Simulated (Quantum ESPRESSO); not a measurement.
# PtSnZrAu4Nb: a guest atom moved from site to site

A calculation, not a measurement. The program is pw.x of Quantum ESPRESSO 7.5 (plane-wave density functional theory). The cell is made up: eight metal atoms on a face-centred cubic lattice, with elements, volume, strain and displacements drawn at random and not relaxed, so it may be unstable or far from any real phase. PseudoDojo standard norm-conserving files set the functional (PBE unless stated); there is no spin polarisation or spin-orbit coupling, the Fermi-Dirac width of 0.25 eV means electrons at about 2900 K, and the masses in the input are unused placeholders. The tin pseudopotential is less sure than most, with forces differing by about three percent from a second method on plain tin. Heavy elements are run without spin-orbit coupling, which real alloys of them have. A spin test at this wide smearing found no moment, but such smearing suppresses magnetism that the real alloy may have.

The runs move one Zr atom among sites that otherwise hold Au. Cell, positions, cutoff, mesh and smearing stay as in the input of run 1; sites are counted in its order. Stress in the tables is positive in tension.

Input of run 1:

```
&control calculation='scf', pseudo_dir='./dojo.nc.sr.pbe.v0_5.standard.upf', outdir='./o', disk_io='minimal', tprnfor=.true., tstress=.true. /
&system ibrav=0, nat=8, ntyp=5, nbnd=79, ecutwfc=84.00895049, nosym=.true., tot_charge=0,
 occupations='smearing', smearing='fd', degauss=0.0183746611
/
&electrons conv_thr=1.470e-08, electron_maxstep=70, mixing_beta=0.5 /
ATOMIC_SPECIES
Au 1.0 Au.upf
Nb 1.0 Nb.upf
Pt 1.0 Pt.upf
Sn 1.0 Sn.upf
Zr 1.0 Zr.upf
CELL_PARAMETERS angstrom
0.0007 -0.0637 -4.2708
-4.1349 -0.0142 0.0007
2.0955 8.4514 2.2622
ATOMIC_POSITIONS angstrom
Pt -0.1258 0.1116 -0.0228
Sn -1.9944 2.0153 -0.0231
Zr 0.0757 4.2558 0.0108
Au -2.0333 6.3314 0.1294
Nb -2.0304 0.1122 -2.243
Au 0.051 2.0015 -2.0575
Au -2.0407 4.0897 -1.9683
Au -0.0766 6.3489 -2.0078
K_POINTS automatic
6 6 3 1 1 1
```

| run | elements on sites 1 to 8 | free energy less that of run 1 (eV) | -TS (eV) | pressure (GPa) | stress xx (GPa) | stress yy (GPa) | stress zz (GPa) | stress yz (GPa) | stress xz (GPa) | stress xy (GPa) | iterations |
| --- | --- | --- | --- | --- | --- | --- | --- | --- | --- | --- | --- |
| 1 | Pt Sn Zr Au Nb Au Au Au | 0.000 | -1.502 | 3.99 | -4.72 | -3.33 | -3.92 | 1.04 | 0.53 | 0.70 | 16 |
| 2 | Pt Sn Au Au Nb Zr Au Au | -0.318 | -1.065 | 3.64 | -3.63 | -4.20 | -3.10 | 1.26 | 0.31 | 1.32 | 16 |
| 3 | Pt Sn Au Au Nb Au Zr Au | -0.674 | -1.177 | 3.05 | -4.26 | -2.20 | -2.69 | 2.52 | 0.53 | 1.05 | 16 |
| 4 | Pt Sn Au Au Nb Au Au Zr | -0.978 | -1.100 | 2.76 | -2.88 | -2.49 | -2.90 | 0.89 | 0.53 | 0.97 | 15 |

Forces Fx Fy Fz (eV/Å):

| site | run 1 | run 2 | run 3 | run 4 |
| --- | --- | --- | --- | --- |
| 1 | 0.39 -0.75 0.25 | 0.66 -1.05 0.23 | 0.38 -1.34 0.24 | 0.52 -1.77 0.23 |
| 2 | -0.53 0.50 0.07 | -0.76 1.02 0.47 | -0.56 0.49 0.52 | -0.65 1.13 0.02 |
| 3 | -0.14 0.27 0.70 | -0.16 -0.14 0.61 | -0.15 0.32 0.61 | -0.22 0.24 0.69 |
| 4 | -0.11 0.44 0.12 | -0.14 0.55 0.10 | -0.14 0.40 0.03 | -0.13 0.69 0.06 |
| 5 | -0.04 -1.93 0.40 | -0.08 -3.28 0.51 | -0.03 -2.26 0.51 | -0.26 -1.55 0.55 |
| 6 | 0.11 0.73 -0.67 | 0.12 1.60 -1.10 | 0.18 0.49 -0.52 | 0.18 0.64 -0.59 |
| 7 | 0.11 0.42 -0.69 | 0.09 0.95 -0.59 | 0.03 1.58 -1.15 | 0.05 0.49 -0.62 |
| 8 | 0.22 0.32 -0.18 | 0.27 0.36 -0.22 | 0.30 0.32 -0.24 | 0.50 0.13 -0.33 |

The sites are displaced and not relaxed, so the energy differences hold strain from misfit and are not ordering energies. A rerun of one cell of this series at a higher cutoff and on a denser mesh moved values by no more than 0.003 eV in energy, 0.04 GPa in stress and 0.005 eV/Å in force, and a second program with other atomic files agreed on that cell to 2 % rms in force and 0.5 GPa in pressure.